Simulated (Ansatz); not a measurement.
WS$_{2}$ (2H-MoS2 type, space group P6_3/mmc)

```yaml
crystal:
  lattice:
    - [3.15408, 0.00000, 0.00000]
    - [-1.57704, 2.73152, 0.00000]
    - [0.00000, 0.00000, 12.13731]
  atoms:
    - { symbol: W, position: [0.33333, 0.66667, 0.25000] }
    - { symbol: W, position: [0.66667, 0.33333, 0.75000] }
    - { symbol: S, position: [0.33333, 0.66667, 0.62026] }
    - { symbol: S, position: [0.66667, 0.33333, 0.12026] }
    - { symbol: S, position: [0.66667, 0.33333, 0.37974] }
    - { symbol: S, position: [0.33333, 0.66667, 0.87974] }
```

This relaxed cell (volume V₀) is scaled evenly in all directions, its shape held. The atoms relax within the cell's symmetry.

Computed with PBE-D3(BJ) (plane waves to 420 eV, PAW, scalar-relativistic; Ansatz, a quantum-chemistry and plane-wave program). k mesh 12×12×3 (Γ-centred), Fermi-Dirac smearing 0.05 eV. The energy includes the smearing's −TS. Stress and pressure are positive under compression. Spin-orbit coupling is left out, though W is heavy. WS2 is run without spin polarisation. WS2 was relaxed with its symmetry unable to fall. The zero of ΔE is the relaxed starting cell.

Problem. Give the computed ΔE (kJ/mol of atoms) and P (GPa) at V/V₀ = 0.947, 0.973, 1.027, 1.080, 1.107.

Solution. 
```csv
V/V₀,ΔE (kJ/mol of atoms),P (GPa)
0.947,1.32,5.0
0.973,0.31,2.3
1.027,0.28,-2.0
1.080,2.35,-5.2
1.107,4.01,-6.6
```

(A scan under strain: stresses follow from slopes of the energy per volume, elastic moduli from its curvatures.)
